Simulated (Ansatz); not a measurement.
WBrCl₃O: moving Cl off its site

WBrCl₃O, P1, a = 3.906 Å, b = 6.383 Å, c = 6.497 Å, α, β, γ = 86.4°, 72.2°, 72.3°. The structure is a Materials Project entry; whether it is the stable form wasn't checked. Ansatz: PBE+D3(BJ), PAW, 420 eV, Γ-centred 8×6×6 mesh on 6 atoms, Gaussian smearing 0.05 eV; no spin polarisation.

```xyz
6
Lattice="3.9064 -0.0017 0.0127 1.9403 6.0799 -0.1282 1.9698 -0.0673 6.1911" Properties=species:S:1:pos:R:3 pbc="T T T"
W     3.9414    5.9986    6.0397
Br    4.2020    1.2087    2.1043
Cl    2.2784    1.8988    5.0239
Cl    2.2430    4.0930    1.0031
Cl    4.2164    4.8482    4.0581
O     6.0956    5.9999    6.0463
```

Atom 3 (Cl) moves by x along the unit vector (0.707, 0.707, 0.000), with its periodic images; all else is held. y is the free energy of the cell over the start, F the force along the path summed over the moved atoms.

| x (Å) | y (meV) | F (eV/Å) |
| --- | --- | --- |
| -0.3000 | ? | ? |
| -0.2250 | 238.2 | 2.28 |
| -0.1500 | 100.4 | 1.41 |
| -0.0750 | 23.8 | 0.65 |
| 0.0000 | 0.0 | 0.00 |
| 0.0750 | 21.1 | -0.55 |
| 0.1500 | 79.5 | -1.00 |
| 0.2250 | 168.7 | -1.37 |
| 0.2625 | 222.9 | -1.52 |
| 0.3000 | 282.5 | -1.66 |

Problem. Fit y = c2 x² + c3 x³ + c4 x⁴ to the energies of the other rows, give the force constant, and predict energy and force of the missing row.

Solution. Least squares on the rows shown. y = 3975.9 x² − 3051.8 x³ + 869.94 x⁴. The force constant is 2 c2 = 7.95 eV/Å² (for all images moving together, not for a lone atom). The force −dy/dx at the missing row is 3.30 eV/Å (computed 3.26). At x = -0.3000 the fit asked for gives 447.3 meV. The run gave 445.4 meV, so the fit is 1.9 meV too high, a small miss on the scale of the series.

Spin–orbit coupling is left out, which can shift energies with elements as heavy as these.

Cost: 10 runs of about 2.5 core-minutes in all, on AMD EPYC 9R45 (Zen 5) (shared hosts).